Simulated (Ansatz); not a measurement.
NbN (rock salt, Fm-3m), PBE (plane waves, PAW; program Ansatz), all energies at zero smearing, with the estimated change up to a 700 eV cutoff added, with one set of potentials and settings (totals compare only within such a set). Cell of 2 atoms (1 Nb, 1 N): -4938.213 eV.

```tsv
element	reference phase	E (eV/atom)
Nb	Im-3m, 1 atoms in the cell	-4552.2836
N	Pa-3, 8 atoms in the cell	-384.0325
```

Formation energy per atom, worked out: (-4938.213 − 1×(-4552.2836) − 1×(-384.0325))/2 = -0.948 eV/atom (-91 kJ per mol of atoms), at 0 K, without zero-point energy or fitted corrections.

The PBE relaxation kept the symmetry of its start. At this level the phase is dynamically unstable (imaginary phonons). No spin polarisation was allowed. The references are the lowest solids computed at this level, not always the standard phases (solids in place of the gases).

Potentials: the later of the program's two PAW sets.
